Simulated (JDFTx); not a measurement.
An input for a modified build of JDFTx (Ru(0001), CANDLE, water, 1 M NaF; bohr, hartree) and the course of its log:

```
lattice \
  5.1170574511 2.5585287161 0.0000000000 \
  0.0000000000 4.4315017383 0.0000000000 \
  0.0000000000 0.0000000000 50.4556875275
coords-type Lattice
ion Ru 0.6666666668 0.6666666668 -0.1998174160 0
ion Ru 0.0000000002 0.0000000002 -0.1198904490 0
ion Ru 0.6666666668 0.6666666668 -0.0399634830 0
ion Ru 0.0000000002 0.0000000002 0.0399634830 0
ion Ru 0.6666666668 0.6666666668 0.1198904490 0
ion Ru 0.0000000002 0.0000000002 0.1998174160 0
ion-species pseudo/ru_pbe_v1.2.upf
elec-cutoff 20 100
elec-ex-corr gga-PBE
coulomb-interaction Slab 001
coulomb-truncation-embed 0 0 0
kpoint-folding 10 10 1
elec-smearing Fermi 0.01
elec-n-bands 61
electronic-scf nIterations 100 energyDiffThreshold 1e-08
fluid LinearPCM
pcm-variant CANDLE
fluid-solvent H2O
fluid-cation Na+ 1
fluid-anion F- 1
fluid-minimize nIterations 400 knormThreshold 1e-11
wavefunction read vac.wfns
elec-initial-eigenvals vac.eigenvals
dump-name f0.$VAR
dump End State Ecomponents EigStats BandEigs Forces ElecDensity IonicPositions Fillings Kpoints Dtot FluidDebug BoundCharge FluidDensity
```

```
[one cycle in 5 is shown, and the last three; fluid-solver lines are left out]
	FillingsUpdate:  mu: -0.176422067  nElectrons: 96.000000
SCF: Cycle:  0   F: -570.028948643579383   dF: +4.202e-05   |Residual|: 1.214e-03   |deigs|: 9.968e-05
	FillingsUpdate:  mu: -0.174038127  nElectrons: 96.000000
SCF: Cycle:  5   F: -570.029016817959359   dF: -8.266e-06   |Residual|: 2.267e-04   |deigs|: 6.365e-04
	FillingsUpdate:  mu: -0.173153131  nElectrons: 96.000000
SCF: Cycle: 10   F: -570.029018138827951   dF: -2.779e-07   |Residual|: 6.873e-05   |deigs|: 7.591e-05
	FillingsUpdate:  mu: -0.173073280  nElectrons: 96.000000
SCF: Cycle: 15   F: -570.029017319493050   dF: +9.427e-07   |Residual|: 1.582e-04   |deigs|: 2.196e-05
	FillingsUpdate:  mu: -0.173104591  nElectrons: 96.000000
SCF: Cycle: 20   F: -570.029018227123061   dF: -7.661e-08   |Residual|: 5.239e-05   |deigs|: 5.518e-06
	FillingsUpdate:  mu: -0.173138603  nElectrons: 96.000000
SCF: Cycle: 25   F: -570.029018131242537   dF: +1.111e-07   |Residual|: 5.820e-05   |deigs|: 3.778e-05
	FillingsUpdate:  mu: -0.173086956  nElectrons: 96.000000
SCF: Cycle: 30   F: -570.029018196166248   dF: +7.293e-08   |Residual|: 3.873e-05   |deigs|: 1.276e-05
	FillingsUpdate:  mu: -0.173145704  nElectrons: 96.000000
SCF: Cycle: 35   F: -570.029017937567573   dF: +3.327e-07   |Residual|: 8.197e-05   |deigs|: 5.488e-05
	FillingsUpdate:  mu: -0.173109229  nElectrons: 96.000000
SCF: Cycle: 40   F: -570.029018233885608   dF: -9.181e-08   |Residual|: 3.570e-05   |deigs|: 2.986e-05
	FillingsUpdate:  mu: -0.173105342  nElectrons: 96.000000
SCF: Cycle: 45   F: -570.029018262129966   dF: -6.259e-08   |Residual|: 2.319e-05   |deigs|: 2.474e-05
	FillingsUpdate:  mu: -0.173080984  nElectrons: 96.000000
SCF: Cycle: 50   F: -570.029018190667216   dF: +6.845e-08   |Residual|: 4.850e-05   |deigs|: 2.644e-05
	FillingsUpdate:  mu: -0.173102077  nElectrons: 96.000000
SCF: Cycle: 55   F: -570.029018269540188   dF: -2.412e-07   |Residual|: 2.000e-05   |deigs|: 2.238e-05
	FillingsUpdate:  mu: -0.173107719  nElectrons: 96.000000
SCF: Cycle: 60   F: -570.029018246926967   dF: -6.450e-08   |Residual|: 3.089e-05   |deigs|: 1.680e-05
	FillingsUpdate:  mu: -0.173088644  nElectrons: 96.000000
SCF: Cycle: 65   F: -570.029018274040027   dF: -4.646e-08   |Residual|: 1.376e-05   |deigs|: 1.306e-05
	FillingsUpdate:  mu: -0.173074133  nElectrons: 96.000000
SCF: Cycle: 70   F: -570.029018163481169   dF: +7.789e-08   |Residual|: 5.126e-05   |deigs|: 3.414e-05
	FillingsUpdate:  mu: -0.173106791  nElectrons: 96.000000
SCF: Cycle: 75   F: -570.029018260680346   dF: -9.990e-08   |Residual|: 2.401e-05   |deigs|: 2.912e-05
	FillingsUpdate:  mu: -0.173082078  nElectrons: 96.000000
SCF: Cycle: 80   F: -570.029018202476209   dF: +6.359e-08   |Residual|: 4.355e-05   |deigs|: 2.449e-05
	FillingsUpdate:  mu: -0.173105325  nElectrons: 96.000000
SCF: Cycle: 85   F: -570.029018265204286   dF: -8.658e-08   |Residual|: 2.148e-05   |deigs|: 2.941e-05
	FillingsUpdate:  mu: -0.173077964  nElectrons: 96.000000
SCF: Cycle: 90   F: -570.029018215459018   dF: +4.427e-08   |Residual|: 4.183e-05   |deigs|: 3.080e-05
	FillingsUpdate:  mu: -0.173106654  nElectrons: 96.000000
SCF: Cycle: 95   F: -570.029018254058201   dF: -7.456e-08   |Residual|: 2.862e-05   |deigs|: 2.542e-05
	FillingsUpdate:  mu: -0.173105990  nElectrons: 96.000000
SCF: Cycle: 97   F: -570.029018265348668   dF: -7.417e-08   |Residual|: 2.022e-05   |deigs|: 2.769e-05
	FillingsUpdate:  mu: -0.173085720  nElectrons: 96.000000
SCF: Cycle: 98   F: -570.029018231644727   dF: +3.370e-08   |Residual|: 3.420e-05   |deigs|: 2.123e-05
	FillingsUpdate:  mu: -0.173106994  nElectrons: 96.000000
SCF: Cycle: 99   F: -570.029018261205920   dF: -2.956e-08   |Residual|: 2.386e-05   |deigs|: 2.234e-05
SCF: None of the convergence criteria satisfied after 100 iterations.
IonicMinimize: Iter:   0  F: -570.029018261205920  |grad|_K:  0.000e+00
IonicMinimize: Converged (|grad|_K<1.000000e-04).
```

This run gave no converged result. The loop ran out of cycles short of its threshold. It has stalled and not diverged: the last ten energies span 3e-07 Ha, so the total is near its end, but levels, forces and charges aren't shown converged.
